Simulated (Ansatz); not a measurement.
Space group Fm-3m (No. 225). a = 6.279 Å, b = 6.279 Å, c = 6.279 Å, α = 90.00°, β = 90.00°, γ = 90.00°
| atom | site | symmetry | x | y | z |
| --- | --- | --- | --- | --- | --- |
| Mg | 8c | -43m | 0.2500 | 0.7500 | 0.7500 |
| Fe | 4a | m-3m | 0.0000 | 0.0000 | 0.0000 |
| H | 24e | 4m.m | 0.2452 | 0.0000 | 0.0000 |

Equation of state of this Mg₂FeH₆ structure (not necessarily the ground state), with shape and atoms relaxed at each volume where symmetry leaves them free. Level of theory: DFT LDA, scalar-relativistic, plane waves, PAW (Ansatz 0.2.0).

Cutoff 420 eV; k points 8×8×8 on the computed 9-atom cell (Γ-centred); Gaussian smearing, width 0.02 eV; no spin polarisation.

```json
{"V (Å³/atom)": "6.051", "E − E(largest V) (meV/atom)": "17.33", "P (GPa)": "14.49", "gap on mesh (eV)": "1.89"}
{"V (Å³/atom)": "6.257", "E − E(largest V) (meV/atom)": "1.61", "P (GPa)": "10.03", "gap on mesh (eV)": "1.86"}
{"V (Å³/atom)": "6.464", "E − E(largest V) (meV/atom)": "-8.74", "P (GPa)": "6.18", "gap on mesh (eV)": "1.83"}
{"V (Å³/atom)": "6.670", "E − E(largest V) (meV/atom)": "-14.51", "P (GPa)": "2.86", "gap on mesh (eV)": "1.81"}
{"V (Å³/atom)": "6.876", "E − E(largest V) (meV/atom)": "-16.30", "P (GPa)": "-0.01", "gap on mesh (eV)": "1.79"}
{"V (Å³/atom)": "7.082", "E − E(largest V) (meV/atom)": "-14.66", "P (GPa)": "-2.48", "gap on mesh (eV)": "1.77"}
{"V (Å³/atom)": "7.289", "E − E(largest V) (meV/atom)": "-10.07", "P (GPa)": "-4.61", "gap on mesh (eV)": "1.75"}
{"V (Å³/atom)": "7.564", "E − E(largest V) (meV/atom)": "0.00", "P (GPa)": "-7.02", "gap on mesh (eV)": "1.72"}
```

Task: Fit a third-order Birch–Murnaghan equation to E(V).

Result: V0 = 6.88 Å³/atom, B0 = 89 GPa, B0' = 3.9.

Cost: 8 runs of about 3.2 core-minutes in all, on Intel Xeon Processor @ 2.50GHz (Skylake/Cascade Lake) (shared hosts).